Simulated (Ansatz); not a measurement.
TaO2:
```yaml
crystal:
  lattice:
    - [4.95134, 0.00000, 0.00000]
    - [0.00000, 4.95134, 0.00000]
    - [0.00000, 0.00000, 2.84965]
  atoms:
    - { symbol: Ta, position: [0.00000, 0.00000, 0.50000] }
    - { symbol: Ta, position: [0.50000, 0.50000, 0.00000] }
    - { symbol: O, position: [0.71353, 0.28647, 0.50000] }
    - { symbol: O, position: [0.28647, 0.71353, 0.50000] }
    - { symbol: O, position: [0.21353, 0.21353, 0.00000] }
    - { symbol: O, position: [0.78647, 0.78647, 0.00000] }
```

Relaxed with PBEsol. Special points in fractions of this cell's reciprocal vectors: Γ (0.000, 0.000, 0.000); X (0.000, 0.500, 0.000); M (0.500, 0.500, 0.000); Z (0.000, 0.000, 0.500); R (0.000, 0.500, 0.500); A (0.500, 0.500, 0.500).

**Question.** List the band energies nearest the Fermi level at these points for PBEsol with spin–orbit coupling in the plane-wave PAW code Ansatz.

**Answer.** In eV from the Fermi level; about four levels below and three above (degenerate sets whole), none deeper than 8.9 eV; points with the same levels are listed once.

```
k                    below                above
-  -----------------------  -------------------
Γ  -1.79 -1.79 -1.39 -1.39  0.43 0.43 1.68 1.68
X  -0.80 -0.80 -0.80 -0.80  2.22 2.22 2.22 2.22
M  -1.62 -1.62 -1.62 -1.62  1.82 1.82 1.82 1.82
Z  -4.52 -4.52 -4.52 -4.52  1.10 1.10 1.10 1.10
R  -0.64 -0.64 -0.51 -0.51  2.12 2.12 2.26 2.26
A  -3.95 -3.95 -3.95 -3.95  0.61 0.61 0.61 0.61
```

Space group P4_2/mnm (rutile). The first step of the workflow began from a Materials Project structure, measured or hypothetical; the Crystallography Open Database copy checked does not list it. Whether it is the stable phase at ambient conditions was not checked. The cell was relaxed with PBEsol under the symmetry of its start; of distortions, only those at the zone centre were tested. No spin polarisation was allowed.

Potentials: the later of the program's two PAW sets.
